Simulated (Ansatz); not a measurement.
A sound run on MnSe (P4/nmm), second moment reversed; U = 8 eV on Mn d (DFT, LDA+U, PAW with Ansatz's default frozen-core files, scalar-relativistic in Ansatz):

```yaml
crystal:
  lattice:
    - [3.613289, 0.0, 0.0]
    - [0.0, 3.613289, 0.0]
    - [0.0, 0.0, 6.246356]
  atoms:
    - { symbol: Mn, position: [0.0, 0.0, 0.0], spin: 4.0 }
    - { symbol: Mn, position: [0.5, 0.5, 0.0], spin: -4.0 }
    - { symbol: Se, position: [0.5, 0.0, 0.750317] }
    - { symbol: Se, position: [0.0, 0.5, 0.249683] }
magnetization:
  spin_polarized: true
kpoints:
  mp_grid: { grid: [8, 8, 5] }
scf:
  occupations: { method: fermi_dirac, width: 0.05 }
hamiltonian:
  xc: lda
  pseudopotentials: { kind: paw }
  hubbard: { sites: [{ species: Mn, l: d, u_eff: 8 }] }
output:
  forces: true
  stress: true
  eigenvalues: true
  hubbard: { sites: [{ species: Mn, l: d }] }
  populations: true
  write_density: true
  write_potential: true
  elf: true
  volumetric_format: npy
```

It converged in 12 iterations. Site moments (μB): Mn1 4.11, Mn2 -4.11, Se3 0.00, Se4 0.00. Cell moment 0.00 μB. Pressure 27.08 GPa.

The input is then changed, output keys apart:

```diff
+  mixing: { algorithm: broyden, beta: 0.05 }
```

Task: How does the run end?

Result: The calculation finished and met its thresholds. Free energy -18443.0872 eV against -18443.0872 eV, cell moment 0.00 μB, pressure 27.08 GPa. The change did no harm here: the energy is that of the sound run to 1 meV per atom.
```
Mn: projections on atomic orbitals take those of the free atom [Ne] 3s2 3p6 3d5 4s2, of charge +0.00 (hamiltonian.pseudopotentials.projection_atoms); the dataset's partial waves leave at most 9.0e-7 of an orbital's norm unspanned inside its sphere
Se: projections on atomic orbitals take those of the free atom [Ar] 3d10 4s2 4p4, of charge +0.00 (hamiltonian.pseudopotentials.projection_atoms); the dataset's partial waves leave at most 2.3e-6 of an orbital's norm unspanned inside its sphere
Engine: ansatz 0.2.0
Pseudopotentials: kind: paw
Pseudopotential: Mn, paw, valence charge 15, recommended cutoff 420 eV (normal), Mn.paw.azcp
Pseudopotential: Se, paw, valence charge 16, recommended cutoff 420 eV (normal), Se.paw.azcp
Functional definition: SPW92
  exchange = slater_x
  correlation = pw_c
Crystal: 4 atoms, lattice volume = 81.552 Å³
Basis set: ecut = 420 eV, 1573 PW (Γ)
Bands: 42, of which v1, the nominal top of the filled ones, is band 31 counted from 1 (30 counted from 0)
Symmetry: 8 space group operations
Space group: P-4m2 (ITA 115), of the structure as read, at distance tolerance 4.3e-5 Å
Magnetic group: BNS 129.418 (UNI 1078), of the structure as read, at distance tolerance 4.3e-5 Å
k-points: 45 of 320 (time reversal used)
Non-local potential: Mn, projectors of the file, l = 0: 3, l = 1: 2, l = 2: 3, l = 3: 1
[...]
        0.000000      32.570626      -0.000000
        0.000000      -0.000000      16.098370
  P = ⅓ Tr σ = 27.0799 GPa (270.799 kbar)
--- Band table (eV; the first three rows and the last of 90) ---
  k-point 0 ↑: bands = ["-71.7953", "-67.3150", "-40.9645", "-40.9645", "-40.8574", "-37.4615", "-37.4615", "-37.4463", "-37.4451", "-37.4377", "-37.4377", "-37.4255", "-37.4216", "-37.4140", "-37.4138", "-36.5936", "-36.5936", "-36.4599", "-4.5407", "-3.6278", "1.4814", "1.6049", "1.8427", "1.8427", "2.0811", "5.1309", "7.6242", "7.6242", "8.8840", "9.4630", "9.4630", "11.8066", "12.1594", "13.12 …
  k-point 1 ↑: bands = ["-71.7953", "-67.3150", "-40.9645", "-40.9645", "-40.8574", "-37.4615", "-37.4615", "-37.4463", "-37.4451", "-37.4377", "-37.4377", "-37.4256", "-37.4216", "-37.4140", "-37.4139", "-36.5936", "-36.5936", "-36.4599", "-4.4982", "-3.6857", "1.4714", "1.5987", "1.8407", "1.8407", "2.0811", "5.3549", "7.6621", "7.6621", "8.3898", "9.4108", "9.4108", "12.1195", "12.3991", "13.17 …
  k-point 2 ↑: bands = ["-71.7953", "-67.3150", "-40.9645", "-40.9645", "-40.8574", "-37.4615", "-37.4615", "-37.4463", "-37.4451", "-37.4377", "-37.4377", "-37.4256", "-37.4215", "-37.4140", "-37.4139", "-36.5936", "-36.5936", "-36.4599", "-4.4142", "-3.7945", "1.4562", "1.5889", "1.8374", "1.8374", "2.0811", "5.8554", "7.5866", "7.7283", "7.7283", "9.3218", "9.3218", "12.2608", "12.8846", "13.41 …
  k-point 44 ↓: bands = ["-71.7882", "-67.3239", "-40.9720", "-40.9720", "-40.8571", "-37.4631", "-37.4501", "-37.4444", "-37.4444", "-37.4398", "-37.4365", "-37.4234", "-37.4234", "-37.4145", "-37.4145", "-36.6078", "-36.6078", "-36.4513", "-3.2911", "-3.2911", "1.1810", "2.1829", "2.3157", "2.7173", "2.7173", "4.7454", "6.2290", "6.3574", "6.4733", "6.8008", "6.8008", "11.8481", "11.8481", "13.0 …
Occupation matrices written to <dir>
--- Löwdin populations: 4 sites ---
  site symbol       q [e]    m [muB]
     0     Mn     14.0647     4.4552
     1     Mn     14.0647    -4.4552
     2     Se     16.7145    -0.0000
     3     Se     16.7145    -0.0000
  spilling = 0.007122 (of n_electrons = 62.000000)
```
